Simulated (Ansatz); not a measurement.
# Relaxing a structure of Sn

The start is a relaxed Sn cell with every coordinate shifted by Gaussian noise of σ = 0.1 Å. The structure is fully relaxed (lattice and positions, P = 0) with PBE (plane waves to 420 eV, PAW, scalar-relativistic; Ansatz, a quantum-chemistry and plane-wave program). The first steps use a coarse 11×11×8 k-mesh.

Initial structure:
```yaml
crystal:
  lattice:
    - [-2.97402, 2.97402, 1.60639]
    - [2.97402, -2.97402, 1.60639]
    - [2.97402, 2.97402, -1.60639]
  atoms:
    - { symbol: Sn, position: [0.80329, 0.30267, 0.52693] }
    - { symbol: Sn, position: [0.95362, 0.98171, 0.99247] }
```

Problem. Which atoms feel the largest initial force, and how large is it?

Solution. 0.42 eV/Å, on Sn1, Sn2 (atoms numbered as listed).

Problem. How much energy is released per atom?

Solution. 0.02 eV/atom.

Problem. Is the parent structure recovered?

Solution. It relaxes back to the parent, I4₁/amd (No. 141).

Problem. Is the relaxed structure metallic? Give its gap.

Solution. No gap (metallic).

It ends as:

Space group I4₁/amd, origin choice 1 (No. 141); a = b = 5.9478 Å, c = 3.2126 Å, α = β = γ = 90.00°

```json
[
 {"atom": "Sn", "site": "4b", "symmetry": "-4m2", "x": "0.0000", "y": "0.0000", "z": "0.5000"}
]
```
(The calculation used a cell of 2 atoms; values per cell refer to that cell.)

Final values are on a 16×16×16 k-mesh of the relaxed cell. No spin polarisation in the result.

The run could not lose the symmetry of its start.
